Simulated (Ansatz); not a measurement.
InAgTe₂ (chalcopyrite)

```
InAgTe2
1.0
   -3.28439     3.28439     6.50155
    3.28439    -3.28439     6.50155
    3.28439     3.28439    -6.50155
Ag In Te
2 2 4
Direct
  0.75000   0.25000   0.50000
  0.00000   0.00000   0.00000
  0.25000   0.75000   0.50000
  0.50000   0.50000   0.00000
  0.11941   0.12500   0.49441
  0.63059   0.62500   0.50559
  0.37500   0.88059   0.00559
  0.87500   0.36941   0.99441
```

E(V) scan at fixed shape, V₀ the volume above. The atoms relax within the cell's symmetry.

Level of theory: PBE (plane waves to 420 eV, PAW, scalar-relativistic; Ansatz, a quantum-chemistry and plane-wave program). k mesh 7×7×7 (Γ-centred), Fermi-Dirac smearing 0.05 eV. E stands for the smeared free energy. Compression counts positive. With the shape held, the modulus is that of even scaling; a crystal free to change shape is softer. InAgTe2 was relaxed with its symmetry unable to fall. Spin-orbit coupling is left out, though Te is heavy. ΔE is measured from the relaxed starting cell.

| V (Å³/atom) | ΔE (meV/atom) |
|---|---|
| 29.456 | 145.9 |
| 30.391 | 95.1 |
| 31.326 | 57.2 |
| 32.262 | 30.3 |
| 33.197 | 12.7 |
| 34.132 | 3.0 |
| 35.067 | 0.0 |
| 36.002 | 2.7 |
| 36.937 | 10.3 |
| 37.872 | 22.0 |
| 38.807 | withheld |
| 39.742 | 55.3 |
| 40.678 | 75.8 |

Fit a third-order Birch-Murnaghan form (E₀, V₀, B₀, B₀′ free) to the given rows and predict ΔE at V = 38.807.

Least squares on the 12 given rows: ΔE = E₀ + (9V₀B₀/16)·y²·[2 + (B₀′ − 4)y], y = (V₀/V)^(2/3) − 1, with V₀ = 35.064 Å³/atom, B₀ = 36.56 GPa (160.2 GPa = 1 eV/Å³; the term in eV is multiplied by 1000), B₀′ = 5.10, E₀ = 0.02 meV/atom; root-mean-square residual 0.03 meV/atom. At 38.807 the fit gives 37.1 meV/atom; the calculation gives 37.2 meV/atom, so the interpolation is off by -0.1 (-0.3 %). For the pressure the fit gives -2.86 GPa against the computed -2.86 GPa.

(A scan under strain: stresses follow from slopes of the energy per volume, elastic moduli from its curvatures.)
